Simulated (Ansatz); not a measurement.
Ta4C3:
```xyz
7
Lattice="1.5593 0.9002 10.0532 -1.5593 0.9002 10.0532 0.0000 -1.8005 10.0532" Properties=species:S:1:pos:R:3 pbc="T T T"
Ta     0.0000     0.0000    21.4273
C      0.0000     0.0000    12.6558
Ta     0.0000     0.0000     3.7976
Ta     0.0000     0.0000    26.3619
C      0.0000     0.0000    17.5036
Ta     0.0000     0.0000     8.7322
C      0.0000     0.0000     0.0000
```

Relaxed with DFT-PBEsol in the program Ansatz with PAW potentials. Indices refer to the conventional cell of R-3m, a = 3.1185 Å, b = 3.1185 Å, c = 30.1595 Å, α = 90.00°, β = 90.00°, γ = 120.00°.

Q: Simulate the powder diffraction pattern (Cu Kα, λ = 1.54184 Å; lines above 1 %) up to 2θ = 90°.

A: Simulated powder pattern, Cu Kα, λ = 1.54184 Å (kinematic, ideal powder, no thermal factors, no anomalous dispersion; the 30 strongest lines at most, above 1 %, up to 2θ = 90°):

| 2θ (°) | d (Å) | I/Imax (%) | hkl |
|---|---|---|---|
| 33.31 | 2.690 | 9.1 | (1 0 -1 1) |
| 33.71 | 2.658 | 32 | (0 1 -1 2) |
| 35.30 | 2.543 | 8.4 | (1 0 -1 4) |
| 35.73 | 2.513 | 48 | (0 0 0 12) |
| 36.45 | 2.465 | 92 | (0 1 -1 5) |
| 39.38 | 2.288 | 100 | (1 0 -1 7) |
| 41.11 | 2.195 | 9.5 | (0 1 -1 8) |
| 45.06 | 2.012 | 13 | (1 0 -1 10) |
| 47.24 | 1.924 | 2.5 | (0 1 -1 11) |
| 51.96 | 1.760 | 4.9 | (1 0 -1 13) |
| 54.49 | 1.684 | 14 | (0 1 -1 14) |
| 59.26 | 1.559 | 41 | (1 1 -2 0) |
| 59.83 | 1.546 | 1.1 | (1 0 -1 16) |
| 62.65 | 1.483 | 20 | (0 1 -1 17) |
| 68.57 | 1.368 | 19 | (1 0 -1 19) |
| 69.71 | 1.349 | 1.2 | (0 2 -2 1) |
| 69.94 | 1.345 | 4.3 | (2 0 -2 2) |
| 70.90 | 1.329 | 1.2 | (0 2 -2 4) |
| 71.16 | 1.325 | 42 | (1 1 -2 12) |
| 71.61 | 1.318 | 14 | (2 0 -2 5) |
| 71.68 | 1.317 | 3.1 | (0 1 -1 20) |
| 73.49 | 1.289 | 16 | (0 2 -2 7) |
| 74.66 | 1.271 | 1.7 | (2 0 -2 8) |
| 75.68 | 1.257 | 6.4 | (0 0 0 24) |
| 77.44 | 1.232 | 2.7 | (0 2 -2 10) |
| 78.20 | 1.222 | 1.2 | (1 0 -1 22) |
| 82.69 | 1.167 | 1.3 | (0 2 -2 13) |
| 84.72 | 1.144 | 4.2 | (2 0 -2 14) |
| 88.84 | 1.101 | 1.4 | (1 0 -1 25) |

The start of the workflow was typed in or built on a structure type; neither database checked (COD, Materials Project) lists it. Whether it is the stable phase at ambient conditions was not checked. The PBEsol relaxation kept the symmetry of its start; its stability against distortions is not shown here. No spin polarisation was allowed. Spin–orbit coupling is left out wherever it is not named.

Potentials: the earlier of the program's two PAW sets. The files were generated under PBE; for other functionals the program regenerates the frozen cores, and for LDA and PBEsol the local potential too.
